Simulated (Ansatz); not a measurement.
AlRu in space group Cmcm (No. 63; Al on 4c, Ru on 4c) at seven volumes, DFT-r²SCAN in the program Ansatz with PAW potentials, shape and atoms relaxed at each. One row is withheld.

| V (Å³/atom) | P (GPa) |
|---|---|
| 12.558 | 22.75 |
| 12.972 | 13.89 |
| 13.386 | 6.38 |
| 13.800 | 0.00 |
| 14.214 | ? |
| 14.628 | -10.01 |
| 15.042 | -13.89 |

Question: Fit the shown pressures and predict the withheld one.

Answer: P = (3/2)B₀(x^(7/2) − x^(5/2))[1 + (3/4)(B′ − 4)(x − 1)] with x = (V₀/V)^(2/3). Least squares on the six rows gives V₀ = 13.800 Å³/atom, B₀ = 195 GPa, B′ = 4.46. At V = 14.214, x = 0.9805 and P = -5.40 GPa. The run itself gave -5.42 GPa.

The start of the workflow was typed in or built on a structure type; neither database checked (COD, Materials Project) lists it. COD files the formula under space group No. 221, so this cell is another polymorph or a model. Whether it is the stable phase at ambient conditions was not checked. The cell was relaxed with r²SCAN under the symmetry of its start; its stability against distortions is not shown here. No spin polarisation was allowed.

Potentials: the later of the program's two PAW sets.
